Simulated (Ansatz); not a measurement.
Pd:
```yaml
crystal:
  lattice:
    - [0.00000, 2.86815, 2.86815]
    - [2.86815, 0.00000, 2.86815]
    - [2.86815, 2.86815, 0.00000]
  atoms:
    - { symbol: Pd, position: [0.00000, 0.00000, 0.00000] }
    - { symbol: Pd, position: [0.25000, 0.25000, 0.25000] }
```

Relaxed with r²SCAN.

Problem. Map the electron localisation function on the plane through (0.000, 0.000, 0.000) spanned by u = [1, 0, 0] and v = [-1, 1, 1] in lattice vectors, from DFT-r²SCAN in the program Ansatz with PAW potentials.

Solution. x is the fraction of u, y of v (the angle between them is 90°; rows are the nearest grid lines); atoms in the plane: Pd at (0.00, 0.00), Pd at (0.50, 0.25).
```
|-+%@#=--:::::--=#@%+-|
|+*@@#=:::::::::=#@@*+|
|@@@#=:...   ...:=#@@@|
|%%*=:...     ...:=*%%|
|+=-::..       ..::-=+|
|--::..         ..::--|
|::...           ...::|
|....             ....|
|                     |
|                     |
|       .......       |
|      ..:::::..      |
|     ..:::::::..     |
|    ...::---::...    |
|   ...-+#%@%#+-...   |
| ....:=#@@@@@#=:.... |
|...::-*@@%#%@@*-::...|
|:::::=#@%*=*%@#=:::::|
|-----=#@%*+*%@#=-----|
|++=---*%@@@@@%*---=++|
|%%*+--=*%@@@%*=--+*%%|
|@@@#=--=*###*=--=#@@@|
|+*%@#=---------=#@%*+|
|-+%@#=--:::::--=#@%+-|
```
Scale: ten equal steps from 0.037 (start of ' ') to 0.557 (end of '@'), in the order ' .:-=+*#%@'; x runs from 0.000 to 1.00, y from 0.000 (bottom) to 1.00 (top).

The density is the valence pseudo-density with augmentation charge, so density and ELF within about 1 Å of a nucleus are not all-electron values.

Space group Fd-3m (diamond). The start of the workflow was typed in or built on a structure type; neither database checked (COD, Materials Project) lists it. It is not the phase usual at ambient conditions (space group No. 225). Symmetry was held in the r²SCAN relaxation. At this level the phase is mechanically unstable. No spin polarisation was allowed.

Potentials: the later of the program's two PAW sets.
